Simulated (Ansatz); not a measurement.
### Question
Name crystals whose computed values (DFT-PBEsol in the program Ansatz with PAW potentials) fall in these windows: gap (eV) 0.97 to 1.2; electron conductivity mass (mₑ) 0.35 to 0.41.

### Answer


```tsv
crystal	gap (eV)	electron conductivity mass (mₑ)
WO3, Pnma (W on 4c, O on 4c, O on 4c, O on 4c)	1.10	0.37
LaN, zinc blende	1.07	0.39
```
Others may fit too.

Built on a structure type that need not be the filed one of that space group: WO3, Pnma (W on 4c, O on 4c, O on 4c, O on 4c). Typed or built starts, not in the databases checked: LaN, zinc blende. Standing as an ambient phase not checked: WO3, Pnma (W on 4c, O on 4c, O on 4c, O on 4c). Began spin-polarised and lost the moments: WO3, Pnma (W on 4c, O on 4c, O on 4c, O on 4c). Weakly bound layers, chains or molecules computed without a dispersion correction, so cells and soft constants are ill determined: WO3, Pnma (W on 4c, O on 4c, O on 4c, O on 4c). All cells were relaxed under the symmetry of their starts (and spin orders); stability against distortions was not tested throughout. Scalar-relativistic: spin–orbit coupling is off unless named, which matters more the heavier the elements.

Potentials: the later of the program's two PAW sets.
